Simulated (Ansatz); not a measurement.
With r²SCAN+D4 in the plane-wave PAW code Ansatz, La2Si in the trigonal phase (R-3m; La on 6c, Si on 3a) relaxes to a = 4.249 Å, c = 21.524 Å. La has 3 nearest neighbours from 2.98 Å (trigonal pyramidal); Si has 6 nearest neighbours from 2.98 Å (octahedral). Its formation energy from the elements is -0.38 eV/atom, with no fitted shifts.

Electronic character: metallic (no gap). Gap from r²SCAN+D4 with spin–orbit coupling: none (metallic).

Bader charges are La +1.00, Si -1.99 e.

The start of the workflow was typed in or built on a structure type; neither database checked (COD, Materials Project) lists it. Its standing as an ambient phase is unchecked. Symmetry was held in the r²SCAN+D4 relaxation; its stability against distortions is not shown here. The references are the lowest solids computed at this level, not always the standard phases. Scalar-relativistic: spin–orbit coupling is off unless named, which matters more the heavier the elements.

Potentials: the earlier of the program's two PAW sets. The files were generated under PBE; for other functionals the program regenerates the frozen cores, and for LDA and PBEsol the local potential too.
